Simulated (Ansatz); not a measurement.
## What moves the field gradients of SiC?

Cell of run 1: a COD entry (perhaps calculated rather than measured), taken as it stands.

Space group P6_3mc (No. 186); a = 3.0810, c = 15.1248 Å, γ = 120.00°.

| site | Wyckoff | site symmetry | x | y | z |
| --- | --- | --- | --- | --- | --- |
| Si1 | 2a | 3m. | 0.0000 | 0.0000 | 0.0000 |
| Si3 | 2b | 3m. | 0.3333 | 0.6667 | 0.1664 |
| Si5 | 2b | 3m. | 0.6667 | 0.3333 | 0.3329 |
| C7 | 2b | 3m. | 0.3333 | 0.6667 | 0.0412 |
| C9 | 2b | 3m. | 0.6667 | 0.3333 | 0.2080 |
| C11 | 2a | 3m. | 0.0000 | 0.0000 | 0.3746 |

One atom of each set is listed.

Relaxed positions (PBE, cell held):

Si1 (0.0000, 0.0000, 0.9997)
Si3 (0.3333, 0.6667, 0.1665)
Si5 (0.6667, 0.3333, 0.3330)
C7 (0.3333, 0.6667, 0.0415)
C9 (0.6667, 0.3333, 0.2080)
C11 (0.0000, 0.0000, 0.3744)

All runs are DFT with Ansatz 0.2.0 (plane waves and PAW, scalar-relativistic unless spin–orbit coupling is named, Γ-centred meshes, Fermi–Dirac smearing where given) in this cell.

Run 1: PBE, gradients read without the response of the cores, atoms as given; 420 eV, 10×10×2 k-points, smearing 0.02 eV.
Run 2: PBE, gradients read without the response of the cores, atoms relaxed; 420 eV, 10×10×2 k-points, smearing 0.02 eV.
Run 3: r2SCAN, gradients read without the response of the cores, at the relaxed atoms; 500 eV, 10×10×2 k-points, smearing 0.02 eV.

```csv
run,Si3 V_zz (η),Si5 V_zz (η),C11 V_zz (η)
1,0.23 (0.00),0.22 (0.00),0.21 (0.00)
2,0.21 (0.00),0.24 (0.00),0.21 (0.00)
3,?,?,?
```

V_zz in 10²¹ V/m²; 3 of the 6 sets of like atoms are followed.

Q: Estimate the row of run 3.

A: Si3: 0.20 (0.00); Si5: 0.26 (0.00); C11: 0.21 (0.00). It lies nearest to run 2, from whose tensors on these sites it differs by 0.02 at most (largest principal value of the difference). Taken one at a time, the positions of the atoms (as given or relaxed) move the tensors on these sites by up to 0.02 (largest principal value of the change, on Si3), the functional (r2SCAN with its higher cutoff) by 0.02.

Run 1: The values hang on the deposited positions: relaxing the atoms moves V_zz on Si1 from 0.007 to -0.052.
